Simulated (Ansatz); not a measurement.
TePb, a database entry at a rescaled volume

```
Pb Te
1.0
     0.00000    3.25387    3.25387
     3.25387    0.00000    3.25387
     3.25387    3.25387    0.00000
Pb Te
1 1
Cartesian
  0.0000 0.0000 0.0000
  3.2539 3.2539 3.2539
```

Level: PBE, no spin polarisation; 420 eV; 7×7×7 Γ-centred mesh; cold occupations (width 0.101 eV); Ansatz 0.2.0, fixed geometry.

**Charges.** Bader charges in e: Te -0.70, Pb +0.70. In the mean Pb gives up most and Te takes most, against the order of Pauling's electronegativities.
**Stress.** The pressure is 1.1 GPa (compression positive), so with the atoms held at these fractions the cell would first expand.
**Contacts.** Pb–Te at 3.25 Å: least valence density 0.19 e/Å³ and ELF 0.30 there. Both are smooth PAW fields, read partly inside the augmentation spheres.
**Electronic structure.** The gap is 0.77 eV, direct at the points sampled.

Origin: a database entry at a rescaled volume. Caveats: no spin-orbit coupling, which can shift this gap by tenths of an eV; the mesh misses a band edge that the path finds.
